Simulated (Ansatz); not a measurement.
An Ansatz (a quantum-chemistry and plane-wave program) run. Input:

Ansatz 0.2 input:
```yaml
crystal:
  lattice:
    - [2.9129563859, 0.0, 0.0]
    - [0.0, 2.9129563859, 0.0]
    - [0.0, 0.0, 2.9129563859]
  atoms:
    - { symbol: Si, position: [0.5, 0.5, 0.5] }
    - { symbol: Ru, position: [0.0, 0.0, 0.0] }
kpoints:
  mp_grid: { grid: [14, 14, 14] }
hamiltonian:
  xc: r2scan
  pseudopotentials: { kind: paw }
scf:
  occupations: { method: gaussian, width: 0.05 }
checkpoint: { read: metal.run }
output: { bader: true, populations: true }
```

Output (shortened):

```
Pseudopotential: Si, paw, valence charge 4
Pseudopotential: Ru, paw, valence charge 16
Functional definition: r2SCAN
Crystal: 2 atoms, lattice volume = 24.717 Å³
Basis set: ecut = 500 eV, 619 PW (Γ), exchange–correlation on 96×96×96 points (64 copies of the dense FFT grid, shifted against one another)
Bands: 18, of which v1, the nominal top of the filled ones, is band 10 counted from 1 (9 counted from 0)
Symmetry: 48 space group operations
Space group: Pm-3m (ITA 221), of the structure as read, at distance tolerance 2.9e-5 Å
k-points: 120 of 2744
Stability of the state it starts from, as read at its close in the unpolarized treatment …
iter 1 solved again at ethr=6.97e-8 eV; its pass at ethr=3.10e-3 eV (dr2=1.39e-5 eV) is discarded
SCF iter   1: F=—  HF=-6531.071571 eV  |F-HF|=—  |Δ(HF+E_count)|=         —  Δρ=5.27e-7  dr2=3.11e-11  dr2_τ=1.39e-11  ethr=6.97e-8  ⟨swp⟩=3.0  Hψ=16993  notcnv=0
preconditioner: auto → none
SCF iter   2: F=-6531.071571 eV  HF=-6531.071571 eV  |F-HF|=4.55e-12  |Δ(HF+E_count)|=   1.71e-9  Δρ=2.32e-7  dr2=1.30e-11  dr2_τ=8.09e-12  ethr=1.00e-12  ⟨swp⟩=5.5  Hψ=7509  notcnv=0
SCF 1 converged in 2 iterations: F = -6531.071571 eV  dr2 = 1.30e-11
SCF converged after 2 iterations
Free energy (F): -6531.071571 eV
Harris-Foulkes:  -6531.071571 eV  (|F-HF|=4.55e-12)
Internal energy: -6531.071059 eV  (E = F + TS)
E sigma→0 (E₀):  -6531.071315 eV
Entropy (-TS):   -0.000512 eV (-0.256 meV/atom)
Fermi energy:    19.783059 eV
--- Per-component energies (eV) ---
  E_band       = -81.895900
  E_kinetic    = 563.234661
  E_local      = -1643.910250  (includes V_loc(G=0)·N_el)
  E_nonlocal   = 366.880195
  E_hartree    = 582.338293
  E_xc         = -239.020672
  E_vxc        = -322.338739  (∫ρ·V_xc dr)
  E_paw        = -3999.009011  (= ΣΔE_a)
  E_vpaw       = -231.890741  (= ΣTr[D̂ρ^β])
  E_aug_tail   = 0.000105  (compensation charges beyond the density's cutoff)
  E_vtau       = 21.452136  (kinetic-family band-sum trace: ∫τ·v_τ [+ j·A + Jᵃ·Aᵃ] dr)
  E_ewald      = -2161.196992
  E_core_change = -0.387389  (= ΣΔE_core)
  E_smearing   = -0.000512  (= −TS)
  E_closure    =  0.000000  (closes the sum)
  Σ components = -6531.071571   (vs F -6531.071571, Δ=0.00e0)
  [band-id]    e_kinetic+e_local+e_nonlocal+2·e_hartree+e_vxc+e_vpaw+e_augmentation_tail+e_vtau = -81.896046   (vs E_band -81.895900, Δ=-1.47e-4)
--- Band table (eV; the first three rows and the last of 120) ---
  k-point 0: bands = ["-55.4488", "-24.5954", "-24.5954", "-24.5954", "5.7113", "14.2888", "14.2888", "18.6590", "18.6590", "18.6590", "22.5035", "22.5035", "22.5035", "29.4680", "29.4680", "32.3762", "39.2826", "39.2826"]
  k-point 1: bands = ["-55.4475", "-24.6111", "-24.5940", "-24.5940", "5.8172", "14.2946", "14.3338", "18.4355", "18.4355", "18.6757", "22.1206", "22.8030", "22.8030", "29.1998", "29.7904", "32.7150", "38.4371", "38.4371"]
  k-point 2: bands = ["-55.4439", "-24.6550", "-24.5901", "-24.5901", "6.1307", "14.2570", "14.4635", "17.9241", "17.9241", "18.7229", "21.3181", "23.5458", "23.5458", "28.5037", "30.3350", "33.8353", "36.9885", "36.9885"]
  k-point 119: bands = ["-55.3741", "-24.8232", "-24.8232", "-24.8232", "12.0614", "12.0614", "12.0614", "16.6007", "20.5778", "20.5778", "22.5650", "22.5650", "22.5650", "26.4138", "26.4138", "26.4138", "32.4472", "43.8688"]
--- Löwdin populations: 2 sites ---
  site symbol       q [e]
     0     Si      3.7618
     1     Ru     16.0504
  spilling = 0.009388 (of n_electrons = 20.000000)
--- Bader charges: 2 sites ---
  site symbol  charge [e]  shift [e]
     0     Si      0.7772     0.0031
     1     Ru     -0.7772     0.0031
  shift: an alarm, by how much a part of what the PAW files miss would move the charge. Where it is large, compare
  with a run on PAW files of another source; a small one proves nothing
  estimated error of the sums over rays = 5.8e-4 e
```

Cost: very roughly 30 core-seconds on shared cores.

The first step of the workflow began from a Materials Project structure, measured or hypothetical; the Crystallography Open Database copy checked does not list it. Its standing as an ambient phase is unchecked. The r²SCAN relaxation kept the symmetry of its start; its stability against distortions is not shown here. No spin polarisation was allowed. Spin–orbit coupling is left out wherever it is not named.

Potentials: the later of the program's two PAW sets.

Ansatz is a plane-wave DFT program.
